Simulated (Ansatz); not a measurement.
Data:

ZnCdS2:
```
ZnCdS2
1.0
    3.92781     0.00000     0.00000
    0.00000     3.92781     0.00000
    0.00000     0.00000     5.65345
Zn Cd S
1 1 2
Direct
  0.00000   0.00000   0.50000
  0.50000   0.50000   0.00000
  0.50000   0.00000   0.27536
  0.00000   0.50000   0.72464
```

This is the PBEsol-relaxed structure. x, y and z are the axes in which the lattice vectors are written.

Q: All from plane-wave PAW PBEsol (Ansatz code), unless another level is named. Predict the piezoelectric stress constants (proper, relaxed ions, C/m²).

A: e15 = -0.22, e24 = 0.22, e31 = -0.18, e32 = 0.18.

Q: Next, the bulk modulus (Birch–Murnaghan fit)?

A: 69.2 GPa.

Q: And the highest zone-centre frequency (without LO–TO term)?

A: 305 cm^-1.

Space group P-4m2. The workflow started from a Materials Project entry (that database holds measured and hypothetical structures alike); the Crystallography Open Database copy checked does not list it. Its standing as an ambient phase is unchecked. Symmetry was held in the PBEsol relaxation; of distortions, only those at the zone centre were tested.

Potentials: the later of the program's two PAW sets.
